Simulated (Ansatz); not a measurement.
Born–Oppenheimer molecular dynamics of a 26-atom Hf$_{3}$WO$_{9}$ cell at 13.73 Å³/atom, computed with Ansatz: Langevin thermostat at 300 K, 130 steps of 2.0 fs, friction 0.03 1/fs. The run is short and the cell small, so it isn't an equilibrium average.

```yaml
crystal:
  lattice:
    - [7.035453, 0.012944, -0.028723]
    - [0.012944, 7.079294, -0.126634]
    - [-0.028723, -0.126634, 7.170252]
  atoms:
    - { symbol: W, position: [0.2018033171, 0.1103572328, 0.0529260747] }
    - { symbol: W, position: [0.4935176588, 0.7981797038, 0.6304180402] }
    - { symbol: O, position: [0.7251906786, 0.1921330543, 0.2403650279] }
    - { symbol: O, position: [0.7627188158, 0.3738165636, 0.8713260209] }
    - { symbol: O, position: [0.0207112941, 0.6294154268, 0.0087708205] }
    - { symbol: O, position: [0.6905564776, 0.733521267, 0.7863418985] }
    - { symbol: O, position: [0.0381840256, 0.1005084233, 0.8792179719] }
    - { symbol: O, position: [0.4230532665, 0.235928959, 0.9717202752] }
    - { symbol: O, position: [0.3528388501, 0.9075615443, 0.0967425241] }
    - { symbol: O, position: [0.9977200841, 0.8209175314, 0.5409697907] }
    - { symbol: O, position: [0.2069225629, 0.3809320199, 0.1769685907] }
    - { symbol: O, position: [0.6322680465, 0.0310784248, 0.6067853891] }
    - { symbol: O, position: [0.3490739874, 0.9986649327, 0.7393634567] }
    - { symbol: O, position: [0.0715394508, 0.0547040967, 0.2472522609] }
    - { symbol: O, position: [0.9903419892, 0.3485202138, 0.5191339551] }
    - { symbol: O, position: [0.4001124381, 0.7010922468, 0.4053403322] }
    - { symbol: O, position: [0.3427037969, 0.1766773054, 0.4647493362] }
    - { symbol: O, position: [0.6115708141, 0.440583246, 0.5579246119] }
    - { symbol: O, position: [0.7090281157, 0.571150242, 0.2199077127] }
    - { symbol: O, position: [0.3159690671, 0.6048786468, 0.7686476273] }
    - { symbol: Hf, position: [0.5374351994, 0.2464885781, 0.7210640718] }
    - { symbol: Hf, position: [0.2849012523, 0.6379280628, 0.040184177] }
    - { symbol: Hf, position: [0.8942511279, 0.4058199518, 0.1964187105] }
    - { symbol: Hf, position: [0.0863904663, 0.0696889207, 0.5556911875] }
    - { symbol: Hf, position: [0.5015825952, 0.3666519231, 0.3076616718] }
    - { symbol: Hf, position: [0.9105442199, 0.5631777512, 0.7169212806] }
  symmetry: { detect: false }
basis:
  ecutwfc: 420
  xc_grid: 1
kpoints:
  mp_grid: { grid: [1, 1, 1], shift: [0.0, 0.0, 0.0] }
hamiltonian:
  xc: pbe
scf:
  occupations: { method: fermi_dirac, width: 0.05 }
  lower_state_search: "off"
  convergence: { dr2_threshold: 1.0e-05 }
output:
  forces: true
  stress: true
md:
  timestep: 2.0
  n_steps: 130
  ensemble: nvt_langevin
  friction: 0.03
  temperature: 300.0
  initial_velocities: maxwell_boltzmann
  seed: 41594
```

```bash
ansatz run input.yaml --threads 2 --pin off --max-ram 5120MiB --backend cpu --events-out ev --progress --plain --runs-dir out
```

Computed with DFT PBE, scalar-relativistic, plane waves, PAW in Ansatz 0.2.0.

4 frames, positions in Å (not wrapped into the cell) and forces in eV/Å:

```xyz
26
Lattice="7.035 0.013 -0.029 0.013 7.079 -0.127 -0.029 -0.127 7.170" Properties=species:S:1:pos:R:3:forces:R:3 pbc="T T T" time_fs=0.0 temperature_K=288 free_energy_over_first_frame_eV=0.000
W     1.420    0.777    0.360    4.020    0.380    1.700
W     3.464    5.577    4.405   -0.810    0.160   -0.020
O     5.098    1.339    1.678   -1.720    1.990    0.200
O     5.346    2.546    6.178    1.090    0.060    0.190
O     0.154    4.455   -0.017   -1.150    0.190   -1.460
O     4.845    5.102    5.526   -0.780    0.140   -0.810
O     0.245    0.601    6.290   -2.680    0.120   -3.960
O     2.952    1.553    6.925    0.260    1.960    1.730
O     2.491    6.417    0.569    0.260   -2.240   -0.610
O     7.014    5.756    3.746   -0.790   -2.440    1.300
O     1.456    2.677    1.215    0.600    0.670    0.220
O     4.431    0.151    4.329    3.350   -4.390   -2.400
O     2.448    6.981    5.165   -2.370   -2.590   -0.240
O     0.497    0.357    1.764   -1.680    0.160    2.640
O     6.957    2.414    3.650   -0.700    0.940    0.670
O     2.812    4.917    2.806    0.870    0.600    0.670
O     2.400    1.196    3.300    0.820    1.730   -0.520
O     4.292    3.056    3.927    0.470    2.400   -1.360
O     4.989    4.025    1.484   -4.380    2.440    0.870
O     2.209    4.189    5.426    0.650    0.870    0.260
Hf    3.764    1.661    5.124   -0.380    0.910    1.860
Hf    2.012    4.515    0.199    0.560    0.260    0.080
Hf    6.291    2.860    1.331    3.110   -3.640   -0.690
Hf    0.593    0.424    3.973    0.590    1.660   -0.640
Hf    3.525    2.563    2.145    0.490   -1.740    0.700
Hf    6.393    3.908    5.043    0.340   -0.580   -0.420
26
Lattice="7.035 0.013 -0.029 0.013 7.079 -0.127 -0.029 -0.127 7.170" Properties=species:S:1:pos:R:3:forces:R:3 pbc="T T T" time_fs=86.0 temperature_K=282 free_energy_over_first_frame_eV=-2.776
W     1.468    0.821    0.300   -0.950    1.100   -0.220
W     3.546    5.562    4.390   -1.960    0.500   -0.570
O     4.974    1.386    1.799   -1.090    0.240    0.240
O     5.474    2.548    6.357   -0.970   -1.160   -0.670
O     0.064    4.386   -0.066    0.310    0.330   -0.780
O     4.930    5.212    5.445    0.520   -0.540    2.200
O     0.406    0.969    6.052    0.260   -0.440    0.310
O     2.979    1.681    7.126    0.670   -0.140   -0.300
O     2.202    6.317    0.500    0.650   -0.090   -0.260
O     7.049    5.660    4.018    0.290   -0.170   -0.200
O     1.403    2.740    1.324   -0.010   -0.590    0.000
O     4.648    0.103    4.327   -0.620    0.930   -0.380
O     2.308    6.761    5.044    0.080    0.050    0.190
O     0.340    0.530    1.727    0.260    0.390    0.160
O     6.851    2.491    3.651   -0.360   -0.370   -0.330
O     2.907    5.170    2.761   -0.320   -0.150    0.210
O     2.289    1.713    3.656    0.670   -1.050    0.580
O     4.355    3.312    3.982    0.280   -0.070   -0.280
O     4.520    3.976    1.311    0.860   -0.980    0.190
O     2.486    4.074    5.534   -0.210    0.460    0.260
Hf    3.909    1.752    5.238    0.490   -0.040   -0.520
Hf    1.967    4.407    0.207    0.810   -0.130   -0.440
Hf    6.212    2.777    1.324   -0.690    1.310   -1.000
Hf    0.560    0.475    3.874   -0.180    0.970    0.430
Hf    3.446    2.551    2.193    0.190    0.230    0.910
Hf    6.370    3.974    4.991    1.030   -0.570    0.240
26
Lattice="7.035 0.013 -0.029 0.013 7.079 -0.127 -0.029 -0.127 7.170" Properties=species:S:1:pos:R:3:forces:R:3 pbc="T T T" time_fs=174.0 temperature_K=394 free_energy_over_first_frame_eV=-2.978
W     1.417    0.822    0.269    1.130    0.250    0.090
W     3.535    5.550    4.456    0.720    0.200    0.700
O     4.782    1.490    1.902    1.530    0.190   -0.460
O     5.519    2.220    6.471    0.470    0.740    0.190
O     0.171    4.333   -0.228    0.240   -0.070    0.810
O     4.859    5.131    5.664   -0.080   -0.530    1.230
O     0.394    0.739    6.027   -0.320    0.000   -0.680
O     2.993    1.483    7.044    0.290    0.860   -0.570
O     2.193    6.338    0.512    0.530   -1.310    0.310
O     6.953    5.710    3.817    0.220   -1.080    0.890
O     1.420    2.613    1.307    0.140    1.680   -0.310
O     4.625    0.008    4.414   -0.280    0.390   -0.670
O     2.272    6.624    5.023   -0.900    0.150    0.340
O     0.314    0.556    1.725   -0.650    0.240    0.190
O     7.013    2.455    3.875   -0.260   -0.410   -0.320
O     2.887    5.011    2.889   -0.550   -0.800   -1.350
O     2.510    1.552    3.693   -0.660   -0.530    0.240
O     4.562    3.185    4.022    0.090    1.610    0.060
O     4.602    4.019    1.325    0.800   -0.150   -0.770
O     2.520    3.991    5.597    0.410    0.340    0.150
Hf    4.051    1.740    5.264   -1.090   -1.490   -0.390
Hf    2.087    4.422    0.251   -0.110   -0.410   -1.010
Hf    6.204    2.762    1.161   -2.550    0.270    0.010
Hf    0.656    0.525    3.753   -0.550    0.500    1.790
Hf    3.437    2.743    2.328   -0.080   -0.690    1.390
Hf    6.380    4.070    5.039    1.490    0.080   -1.870
26
Lattice="7.035 0.013 -0.029 0.013 7.079 -0.127 -0.029 -0.127 7.170" Properties=species:S:1:pos:R:3:forces:R:3 pbc="T T T" time_fs=260.0 temperature_K=282 free_energy_over_first_frame_eV=-3.938
W     1.478    0.871    0.311    2.000    0.020    2.180
W     3.663    5.578    4.425   -0.690   -0.860    0.700
O     4.898    1.721    1.870    0.120   -0.700    0.580
O     5.578    2.365    6.227    0.150    0.210    1.510
O     0.219    4.465   -0.193   -0.330   -0.070   -0.110
O     4.920    5.276    5.760    0.150   -0.490   -0.190
O     0.497    0.633    6.057   -1.310    0.210   -0.520
O     3.107    1.548    6.998   -1.140    0.080    0.060
O     2.425    6.472    0.579   -0.380   -1.390   -0.080
O     7.072    5.660    3.798   -0.210   -0.670    0.390
O     1.502    2.763    1.275   -0.380   -0.180   -0.200
O     4.654    0.006    4.158    0.310    0.920   -0.300
O     2.374    6.682    5.031    0.480   -0.470   -0.130
O     0.358    0.562    1.779    0.720    0.640   -0.690
O     6.855    2.336    4.036    0.780   -0.040   -0.810
O     2.824    4.968    2.923    0.050   -0.300   -1.060
O     2.467    1.728    3.880   -0.710   -0.340   -1.090
O     4.598    3.455    4.011   -0.420    0.500    0.320
O     4.366    4.001    1.078    0.150    0.910   -0.800
O     2.553    4.042    5.508   -0.060    0.230    1.310
Hf    3.980    1.652    5.236    0.650    0.000   -0.790
Hf    2.162    4.483    0.196    1.180    0.680   -1.020
Hf    6.081    2.932    0.940   -1.450    0.890   -0.940
Hf    0.609    0.523    3.836   -0.210    0.430    1.090
Hf    3.419    2.861    2.453    0.170   -0.030    0.450
Hf    6.455    4.118    4.971    0.390   -0.160    0.150
```

Over the second half the temperature averages 378 K and the pressure (kinetic part included, positive in compression) 3.2 GPa. Mean square displacements at the end: Hf 0.09 Å², O 0.14 Å², W 0.02 Å² (from the start of this run, the atoms' common shift taken off).

One k point is coarse for so small a cell, so forces and above all the pressure are rough.

Time: 5 min on 2 threads of Intel(R) Xeon(R) Platinum 8259CL CPU @ 2.50GHz (Skylake/Cascade Lake), on a shared host, peak memory 0.57 GiB.